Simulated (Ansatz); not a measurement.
SrTiO$_{3}$:
Space group Pm-3m (No. 221); a = b = c = 3.8911 Å, α = β = γ = 90.00°

```
atom  site  symmetry       x       y       z
----  ----  --------  ------  ------  ------
Sr      1a      m-3m  0.0000  0.0000  0.0000
Ti      1b      m-3m  0.5000  0.5000  0.5000
O       3c    4/mm.m  0.0000  0.5000  0.5000
```

Relaxed with PBEsol. Plane-wave PAW PBEsol (Ansatz code) gives a gap of 1.85 eV.

Task: What gap does HSE06 give on the same cell (Ansatz, PAW)?

Result: 3.35 eV, 1.50 eV more. The hybrid was solved on a coarser mesh and at special points; its gap is the smallest among all of these.

```
k  v1 PBEsol  c1 PBEsol    v1 HSE06    c1 HSE06
-  ---------  ---------  ----------  ----------
Γ      -0.34       1.85       -0.37        3.35
R       0.00       4.56  (withheld)  (withheld)
M      -0.09       3.87  (withheld)  (withheld)
X      -0.73       2.03  (withheld)  (withheld)
```

Task: Top valence (v1) and lowest conduction level (c1) in eV from each method's valence maximum (which need not be a listed point): supply the withheld HSE06 values.

Result: 
- X, v1 HSE06: -0.80
- X, c1 HSE06: 3.54
- R, v1 HSE06: 0.00
- R, c1 HSE06: 6.34
- M, v1 HSE06: -0.09
- M, c1 HSE06: 5.53

Cost on shared cores: the PBEsol run (SCF on a 7×7×7 mesh, then bands and DOS) around 24 core-seconds (rough), the HSE06 run (SCF on 4×4×4, then a few points) around 80 core-seconds (rough); the tasks are unlike.

The cell was relaxed with PBEsol under the symmetry of its start. The run is not spin-polarised. Scalar-relativistic: spin–orbit coupling is off unless named, which matters more the heavier the elements.

Potentials: the later of the program's two PAW sets.
